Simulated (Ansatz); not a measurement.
Band structure of FePt

```
CELL_PARAMETERS angstrom
2.72165 0.00000 0.00000
0.00000 2.72165 0.00000
0.00000 0.00000 3.70000
ATOMIC_POSITIONS crystal
Fe 0.50000 0.50000 0.50000
Pt 0.00000 0.00000 0.00000
```

Atoms are numbered in the order listed.

The geometry is COD entry 1540807, unchecked; take it as a test cell.

The magnetic state is the one reached from the start moments; no search over orders was made, so it needn't be the ground state.

Spin–orbit coupling is left out, though it moves levels of the heavy atoms by tenths of an eV or more.

The calculation used Ansatz 0.2.0, DFT, PBE, all-electron LAPW, scalar-relativistic.

Numerical set-up: a Γ-centred 12×12×9 k mesh, Fermi–Dirac smearing of 0.05 eV, basis error target 1 meV/atom, spin-polarised from start moments Fe1 3 μB, ending with a cell moment of 3.29 μB.

Points in fractions of the reciprocal vectors of this cell: Γ (0, 0, 0), X (0, 0.5, 0), M (0.5, 0.5, 0), Z (0, 0, 0.5), R (0, 0.5, 0.5), A (0.5, 0.5, 0.5). The path joins them by straight lines in the order Γ–X–M–Γ–Z–R–A–Z–X; legs that retrace an earlier one aren't tabulated. Energies are in eV from the Fermi level.

(1) Is there a gap?

(2) List the levels between -20 and 8.5 eV at the symmetry points.

Results:

(1) none: bands cross the Fermi level, a metal.

(2) 
Γ spin-up: -9.68, -6.43, -6.24, -3.48 (×2), -2.90, -2.14, -1.90, -0.52, -0.36 (×2), 2.31
Γ spin-down: -9.55, -5.85, -5.84, -2.40 (×2), -0.79, -0.78, 0.66, 1.74 (×2), 1.76, 2.50
X spin-up: -6.22, -4.83, -4.54, -4.36, -3.44 (×2), -2.73, -2.53, -2.13, -1.66, 0.16, 2.02
X spin-down: -6.10, -4.61, -4.33, -3.55, -2.50, -1.40, -1.16, -0.89, 0.57, 0.74, 2.36, 2.62
M spin-up: -6.97, -5.83, -5.78 (×2), -1.35, -1.03, -0.52, -0.42 (×2), 0.54, 1.54 (×2), 7.61
M spin-down: -6.56, -5.02 (×2), -4.84, 0.94, 1.29, 1.67 (×2), 1.73, 1.77, 1.83 (×2), 8.47
Z spin-up: -7.80, -5.79, -5.76, -3.60, -2.76, -2.61, -2.31 (×2), -2.20 (×2), -1.85, -0.86
Z spin-down: -7.72, -5.50, -5.34, -2.53, -1.94 (×2), -1.43, -0.60, 0.24, 0.47 (×2), 1.50
R spin-up: -6.62, -6.57, -3.76, -3.60, -3.55, -3.05, -1.19, -0.80, -0.63, -0.54, -0.49, -0.41, 4.76, 6.86
R spin-down: -6.23, -6.07, -2.97, -2.80, -2.29, -0.53, -0.44, -0.39, 0.92, 1.56, 1.64, 1.72, 5.76, 7.82
A spin-up: -6.14, -4.92 (×2), -4.16, -3.52 (×2), -2.32, -1.77, -1.03, 0.54, 6.90 (×2), 7.67, 8.36, 8.45
A spin-down: -5.96, -4.72 (×2), -1.96, -1.50, -1.38 (×2), 0.84, 0.95, 1.78, 7.64 (×2)
